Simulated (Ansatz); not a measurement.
Formation energy of EuAg2 (AlB2-type structure)

Method: PBEsol, scalar-relativistic; collinear spin; PAW, 420 eV, 8×8×8 k-mesh, Gaussian smearing of 0.05 eV; code Ansatz; PAW files: Ansatz's generated set soft_2.

The start was a prototype's sites filled with these elements. The Crystallography Open Database lists the compound in space group Imma, so this is a trial structure.

The structure is hexagonal, space group P6/mmm (No. 191). The conventional cell has a = 4.705 Å, b = 4.705 Å, c = 3.657 Å, α = 90.00°, β = 90.00°, γ = 120.00°. Eu (site symmetry 6/mmm) is surrounded by 12 Ag at 3.27 Å and 2 Eu at 3.66 Å. Ag (site symmetry -6m2) is surrounded by 3 Ag at 2.72 Å. (Neighbours are counted to 15 % beyond the shortest distance.)

The elements were computed in their standard states with the same datasets, cutoff and functional. The compound's run is ferromagnetic, with site spin moments Eu 6.76 μB. Total energies depend on the potentials used, so only differences within one code and one set of settings carry meaning.

Energy of the relaxed cell (3 atoms, smearing extrapolated to zero): -23709.729 eV. Elements, in eV/atom: Eu -8664.407, Ag -7522.250.

What is the formation energy?

[-23709.729 − (1 × -8664.407 + 2 × -7522.250)] / 3 = -0.27 eV/atom, or -26 kJ per mole of atoms.

The value is for 0 K, without zero-point energy. A negative value shows stability against the elements alone, not against other compounds or structures.

Without a U the 4f levels of Eu lie too near the Fermi level, so their share of the states there, and what hangs on it, is overstated. These numbers lack spin–orbit coupling. The run wasn't fully tested for a lower electronic state. Site moments are of spin, integrated over atomic spheres. No antiparallel order was tried.
